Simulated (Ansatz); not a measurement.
SiMo$_{2}$ in space group P4/nmm (No. 129; Mo on 2a, Mo on 2c, Si on 2c) under volume change, DFT-PBE in the program Ansatz with PAW potentials, shape and atoms relaxed at each volume.

```tsv
V (Å³/atom)	E − E(relaxed) (meV/atom)	P (GPa)
13.753	98.9	25.33
14.206	41.5	15.50
14.660	9.8	7.13
15.113	0.0	0.00
15.566	8.8	-6.07
16.020	33.5	-11.23
16.473	71.6	-15.59
```

What does a third-order Birch–Murnaghan fit give for V₀, B₀ and B′?

V₀ = 15.11 Å³/atom, B₀ = 219 GPa, B′ = 4.4.

The cell is a constructed one: a structure type filled with these elements; neither database checked (COD, Materials Project) lists it. Its standing as an ambient phase is unchecked. The cell was relaxed with PBE under the symmetry of its start; whether a distortion lowers the energy is not shown. No spin polarisation was allowed.

Potentials: the later of the program's two PAW sets.
